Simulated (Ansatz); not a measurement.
The start is a relaxed Bi2Te3 cell with every coordinate shifted by Gaussian noise of σ = 0.1 Å. A full variable-cell relaxation at zero pressure is run with r2SCAN (plane waves to 500 eV, PAW, scalar-relativistic; Ansatz, a program for electronic structure). First-step values are on the input's coarse k-mesh.

Ansatz input (later rounds restart from its end on a renewed k-mesh):
Ansatz 0.2 input:
```yaml
crystal:
  lattice:
    - [2.2099955373, 1.2759415184, 10.771609621]
    - [-2.2099955373, 1.2759415184, 10.771609621]
    - [0, -2.5518830368, 10.771609621]
  atoms:
    - { symbol: Bi, position: [0.4123248907, 0.3995118229, 0.3969489315] }
    - { symbol: Bi, position: [0.5843932105, 0.6030906243, 0.6277308824] }
    - { symbol: Te, position: [-0.0005646621, -0.0056076945, 0.0118126263] }
    - { symbol: Te, position: [0.2518543707, 0.1968286187, 0.2073416917] }
    - { symbol: Te, position: [0.7895951352, 0.765537385, 0.7780215811] }
basis: { ecutwfc: 500, ecutrho_ratio: 4, xc_grid: 4, fft_grid_basis: typed }
kpoints: { mp_grid: { grid: [6, 6, 6] } }
hamiltonian:
  xc: r2scan
  dispersion: none
  pseudopotentials: { azcp: { folder: ./paw }, kind: paw }
scf: { occupations: { method: fermi_dirac, width: 0.05 } }
relax: { f_tol: 0.01, max_steps: 100, cell: { stress_tol: 0.02 } }
output: { forces: true, stress: true }
```

Problem. What pressure does the first self-consistent step give?

Solution. +2.5 GPa (positive: the cell is compressed).

Problem. Which atoms feel the largest initial force, and how large is it?

Solution. 2.25 eV/Å, on Bi1 (atoms numbered as listed).

Problem. By how much does the energy per atom fall from start to end?

Solution. 0.09 eV/atom.

Problem. Is the parent structure recovered?

Solution. It relaxes back to the parent, R-3m (No. 166).

Problem. Is the relaxed structure metallic? Give its gap.

Solution. 0.88 eV, direct at Γ (no spin-orbit coupling).

Relaxed structure:

Space group R-3m, hexagonal axes (No. 166); a = 4.419 Å, b = 4.419 Å, c = 32.339 Å, α = 90.00°, β = 90.00°, γ = 120.00°

```csv
atom,site,symmetry,x,y,z
Bi,6c,3m,0.0000,0.0000,0.1032
Te,3b,-3m,0.0000,0.0000,0.5000
Te,6c,3m,0.0000,0.0000,0.2829
```
(The calculation used a cell of 5 atoms; values per cell refer to that cell.)

Final values are on a 9×9×9 k-mesh of the relaxed cell. No spin polarisation in the result. Without spin-orbit coupling the bands of the heavy element are not split, so the gap can be far off.
